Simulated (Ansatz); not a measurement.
The guess for ZrSc3F2 was made by a generator: random cell by space group and Wyckoff sites (P4mm, No. 99). Lengths were set from tabulated atomic sizes, so they are only a guess.

```yaml
crystal:
  lattice:
    - [4.50408, 0.00000, 0.00000]
    - [0.00000, 4.50408, 0.00000]
    - [0.00000, 0.00000, 5.59339]
  atoms:
    - { symbol: Zr, position: [0.00000, 0.00000, 0.03569] }
    - { symbol: Sc, position: [0.50000, 0.50000, 0.14755] }
    - { symbol: Sc, position: [0.00000, 0.00000, 0.55404] }
    - { symbol: Sc, position: [0.50000, 0.50000, 0.70814] }
    - { symbol: F, position: [0.50000, 0.00000, 0.55244] }
    - { symbol: F, position: [0.00000, 0.50000, 0.55244] }
```

Computed with Ansatz, DFT PBE, scalar-relativistic, plane waves, PAW. Cutoff 420 eV, Gaussian smearing, Γ-centred meshes. Cell and atoms relax first on a coarse mesh and then on a finer one. In between, the cell is made exact in the group found at 0.06 Å. In metals the finer mesh still leaves noise of several meV/atom or more. The steps can't lower the symmetry of their start. No spin polarisation.

A guess keeps its type if space group and coordination stay and the shape of the cell changes little (axis ratios within about 15 %, angles within 6°); the volume may change.

Task: Will the relaxed cell still be of the starting type?

Result: It doesn't keep its type. The symmetry stays P4mm (No. 99). The volume per atom shrinks by 3.2 %, from 18.9 to 18.3 Å³. The shortest distance goes from 2.25 Å (Sc–F) to 2.27 Å (Sc–F). The ratio c/a of the conventional cell changes by a factor of 1.74. Counting neighbours within 15 % of an atom's shortest distance, the start has F 4, Sc 1/4/5, Zr 2 and the end F 4, Sc 4/9, Zr 9. In detail, at the end Zr has 4 Sc at 2.89 Å, 5 Sc at 3.23–3.29 Å and 4 Zr at 3.70 Å; Sc on its first site is surrounded by 4 Zr at 2.89 Å, 5 Sc at 3.21–3.30 Å and 4 Sc at 3.70 Å; around F lie 4 Sc at 2.27–2.36 Å and 4 F at 2.62 Å; 2 more sites not described.

```xyz
6
Lattice="3.7004 0.0000 0.0000 0.0000 3.7004 0.0000 0.0000 0.0000 8.0179" Properties=species:S:1:pos:R:3 pbc="T T T"
Zr    0.0000    0.0000    0.1430
Sc    1.8502    1.8502    1.3616
Sc    0.0000    0.0000    3.3771
Sc    1.8502    1.8502    6.1662
F     1.8502    0.0000    4.7001
F     0.0000    1.8502    4.7001
```

Formation energies are uncorrected and refer to the elements' standard structures at the same level (F₂ as a molecule).

Task: At what energy does it end?

Result: −1.51 eV/atom. It lies below the elements, which doesn't yet make it stable against other compounds or structures.

The last run used a 10×10×6 mesh (in the run's order of axes) for its 6-atom cell and Gaussian smearing of 0.10 eV. An odd number of electrons in the primitive cell allows no gap without spin; a larger cell or a magnetic state could open one. The cell is a metal run without spin, though a test with spin on the coarse mesh kept 0.4 μB a cell, so a magnetic state probably lies lower. A structure relaxed within its symmetry needn't be a true minimum.

In counts of neighbours, a slash parts the counts of unlike sites.
